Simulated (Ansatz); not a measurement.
Starting cell, BiPt (NiAs type):

```
BiPt
1.0
    4.37788     0.00000     0.00000
   -2.18894     3.79135     0.00000
    0.00000     0.00000     5.54405
Bi Pt
2 2
Cartesian
  0.00000   2.52757   1.38601
  2.18894   1.26378   4.15804
  0.00000   0.00000   2.77202
  0.00000   0.00000   0.00000
```

Two-dimensional scan of atom 1 (Bi, nearest neighbour Pt at 2.883 Å; its periodic images, 4.4 Å or more away, move with it): u runs along (0.707, 0.707, 0.000), v along (0.000, 0.000, 1.000) (Cartesian). Cell and other atoms are fixed.

Method: r2SCAN (plane waves to 500 eV, PAW, scalar-relativistic; Ansatz, a program for electronic structure). k mesh 10×10×7 (Γ-centred), Fermi-Dirac smearing 0.05 eV. Compression counts positive. Points where atoms come too close for the PAW data are left out (x in tables, blank in figures). With partly filled bands, energies and forces of such displacements shift with the k mesh and the smearing. BiPt is run without spin polarisation. BiPt was relaxed with its symmetry unable to fall. Spin-orbit coupling is left out, though Bi and Pt are heavy. The last digit holds for this mesh only.

Changes of P (GPa) from the point u = 0.000 Å, v = 0.000 Å when one coordinate moves alone (two changes are said to add if the coupling is within 5 % of the smaller one, nearly so within 20 %):

```json
[
 {"point": "u = 0.000 Å, v = -0.720 Å", "change": "8.22"},
 {"point": "u = 0.000 Å, v = -0.360 Å", "change": "2.23"},
 {"point": "u = -0.720 Å, v = 0.000 Å", "change": "9.35"},
 {"point": "u = -0.360 Å, v = 0.000 Å", "change": "2.72"},
 {"point": "u = 0.360 Å, v = 0.000 Å", "change": "3.81"},
 {"point": "u = 0.720 Å, v = 0.000 Å", "change": "18.81"},
 {"point": "u = 0.000 Å, v = 0.360 Å", "change": "2.23"},
 {"point": "u = 0.000 Å, v = 0.720 Å", "change": "8.22"}
]
```

Problem. What is the change at u = -0.360 Å, v = 0.720 Å, where both move, and how far is it from the sum?

Solution. The sum of the single changes is 2.72 + (8.22) = 10.94; the calculation gives 12.71, so the coupling contributes 1.77 (over 20 % of the smaller single change, not additive).

Problem. What is the change at u = -0.360 Å, v = 0.360 Å, where both move, and how far is it from the sum?

Solution. The sum of the single changes is 2.72 + (2.23) = 4.95; the calculation gives 5.45, so the coupling contributes 0.50 (over 20 % of the smaller single change, not additive).

Problem. What is the change at u = -0.720 Å, v = 0.720 Å, where both move, and how far is it from the sum?

Solution. The sum of the single changes is 9.35 + (8.22) = 17.57; the calculation gives 24.26, so the coupling contributes 6.69 (over 20 % of the smaller single change, not additive).

(A displaced cell: forces are minus the slopes of the energy, force constants its curvatures, and phonons follow from these.)
